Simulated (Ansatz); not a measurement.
Structure relaxation, Mo

The start is a generated trial cell of Mo in the AFLOW prototype A_cI16_206_c (as in Si). Cell shape, volume and atoms are optimised at zero target pressure with PBE (plane waves to 420 eV, PAW, scalar-relativistic; Ansatz, a program for electronic structure). The first steps use a coarse 7×7×7 k-mesh.

The start:
```yaml
crystal:
  lattice:
    - [-3.15000, 3.15000, 3.15000]
    - [3.15000, -3.15000, 3.15000]
    - [3.15000, 3.15000, -3.15000]
  atoms:
    - { symbol: Mo, position: [0.29980, 0.29980, 0.29980] }
    - { symbol: Mo, position: [0.50000, 0.00000, 0.20020] }
    - { symbol: Mo, position: [0.00000, 0.20020, 0.50000] }
    - { symbol: Mo, position: [0.20020, 0.50000, 0.00000] }
    - { symbol: Mo, position: [0.70020, 0.70020, 0.70020] }
    - { symbol: Mo, position: [0.50000, 0.00000, 0.79980] }
    - { symbol: Mo, position: [0.00000, 0.79980, 0.50000] }
    - { symbol: Mo, position: [0.79980, 0.50000, 0.00000] }
```

Outcome: The space group stays Ia-3 (No. 206) (the run could not lower it); the end is AFLOW prototype A_cI16_206_c (as in Si), with 8 atoms in the primitive cell
Energy released: 0.89 eV/atom
Volume change: +27.2 %, from 15.63 to 19.87 Å³/atom
Shortest distances (start → end): The closest pairs of elements (up to four, under 3.6 Å), start → end: Mo–Mo 2.18 → 2.43 Å
Band gap at the end: no gap (metallic)
Optimiser moves: 9

Relaxed structure:

```cif
data_Mo16
_chemical_formula_sum 'Mo16'
_space_group_name_H-M_alt 'Ia-3'
_space_group_IT_number 206
_space_group_name_Hall '-I 2b 2c 3'
_cell_length_a 6.82541
_cell_length_b 6.82541
_cell_length_c 6.82541
_cell_angle_alpha 90.000
_cell_angle_beta 90.000
_cell_angle_gamma 90.000
loop_
_atom_site_label
_atom_site_type_symbol
_atom_site_symmetry_multiplicity
_atom_site_Wyckoff_symbol
_atom_site_fract_x
_atom_site_fract_y
_atom_site_fract_z
_atom_site_occupancy
Mo1 Mo 16 c 0.13795 0.13795 0.13795 1
```
(The calculation used a cell of 8 atoms; values per cell refer to that cell.)

Final values are on a 10×10×10 k-mesh of the relaxed cell. The start holds a very short contact (Mo–Mo 2.18 Å). No spin polarisation in the result.

The run could not lose the symmetry of its start, so the end can be a saddle point.

The relaxed structure here is a generated cell of Mo: the first start was made by placing the elements on the sites of a structure type, and the end was not matched to a known phase here, so it may be hypothetical. Known forms of Mo include space group No. 229.
